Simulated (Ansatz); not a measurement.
A geometry of SnSe away from equilibrium: step 2 of the relaxation of a randomly generated symmetric cell of SnSe (space group No. 38). Method: PBE (plane waves to 420 eV, PAW, scalar-relativistic; Ansatz, a quantum-chemistry and plane-wave program). Γ-centred k-mesh 4×5×5 on the run's cell (coarser than for final values), Fermi–Dirac smearing 0.05 eV. The plane waves were selected for a different cell earlier on the path.

```
SnSe
1.0
    5.73387     0.00000     0.00000
    0.00000     2.96518     3.83140
    0.00000    -2.96518     3.83140
Se Sn
2 2
Direct
  0.00000   0.65563   0.65563
  0.50000   0.20394   0.20394
  0.00000   0.28389   0.28389
  0.50000   0.73906   0.73906
```

### Question
What forces act on the atoms (eV/Å)?

### Answer
```tsv
atom	Fx	Fy	Fz
Se1	0.00	0.00	0.04
Se2	0.00	0.00	-0.34
Sn3	0.00	0.00	-0.09
Sn4	0.00	0.00	0.40
```

The path ends in I4mm (No. 107). No spin polarisation in the result.

The run could not lose the symmetry of its start: the end is stationary, and may be a saddle point rather than a minimum.

The end of the path is a generated cell of SnSe: the first start was made by a random draw of sites in a space group, and the end was not matched to a known phase here, so it may be hypothetical. Known forms of SnSe include space group No. 62.
